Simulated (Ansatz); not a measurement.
# Gd vacancy in GdCu2

Level of theory: PBEsol, collinear spin, scalar-relativistic; Ansatz, plane waves to 420 eV (PAW set soft_2), k-mesh 3×3×3.

The relaxed host crystal (no gap at this level of theory):

```yaml
crystal:
  lattice:
    - [-2.13819, 3.37022, 3.61236]
    - [2.13819, -3.37022, 3.61236]
    - [2.13819, 3.37022, -3.61236]
  atoms:
    - { symbol: Cu, position: [0.89001, 0.33512, 0.55489] }
    - { symbol: Cu, position: [0.10999, 0.66488, 0.44511] }
    - { symbol: Cu, position: [0.71977, 0.66488, 0.05489] }
    - { symbol: Cu, position: [0.28023, 0.33512, 0.94511] }
    - { symbol: Gd, position: [0.70525, 0.95525, 0.75000] }
    - { symbol: Gd, position: [0.29475, 0.04475, 0.25000] }
```

Supercell of 24 atoms, rows of the matrix [[-1,-1,-2],[1,-1,0],[-1,0,1]] times the cell vectors; Gd vacancy at (0.705, 0.955, 0.750) in fractions of the cell above. Atoms are relaxed at the host's cell, from a start shaken by 0.05 Å near the defect. The cell loses 1 of its 8 Gd, so this is a heavily defective crystal.

Question: How does the lattice relax around the defect?

Answer: Distances from the empty Gd site (Å), by shell of the perfect crystal:

```
shell      perfect crystal    relaxed, charge 0
 6 Cu                 2.93  2.91 (2.87 to 2.97)
 6 Cu  3.07 (3.04 to 3.09)  3.12 (3.05 to 3.16)
```

```
charge  moment of the cell (μB)  gap of the cell on the mesh (eV)
     0                    50.39                              0.00
```

At charge 0 the unpaired electrons sit on atoms with moments (μB): 7 Gd of 6.98.

Formation energy of the neutral defect: 3.07 eV, taking atoms from and to the elements' standard states (no corrections for gases), so it belongs to those chemical potentials alone.

Relaxed cell at charge 0:

```
GdCu2 V_Gd charge 0
1.0
    -4.2764   -6.7404    0.0000
    -4.2764    6.7404    0.0000
     4.2764    0.0000   -7.2247
Cu Gd
16 7
Direct
  0.3066 0.3698 0.1636
  0.0460 0.6139 0.6594
  0.7941 0.8577 0.1638
  0.5564 0.1118 0.6677
  0.4489 0.8871 0.3354
  0.1957 0.1341 0.8378
  0.9431 0.3940 0.3366
  0.7042 0.6427 0.8380
  0.3820 0.9473 0.8376
  0.1356 0.2000 0.3352
  0.8909 0.4563 0.8376
  0.6429 0.6947 0.3373
  0.3602 0.3079 0.6676
  0.1058 0.5461 0.1634
  0.8630 0.7975 0.6601
  0.6178 0.0582 0.1633
  0.9001 0.1516 0.5511
  0.6452 0.3970 0.0416
  0.4001 0.6514 0.5511
  0.5838 0.3352 0.4416
  0.3418 0.6172 0.9586
  0.1067 0.8581 0.4415
  0.8654 0.0937 0.9587
```

Caveats: Gd without a U keeps its half-filled shell, but its 4f levels lie too near the Fermi level; open f or d shells may hold a state above the lowest; small supercell, so energies and levels can be off by tenths of an eV; one random start near the defect, so other minima are possible.
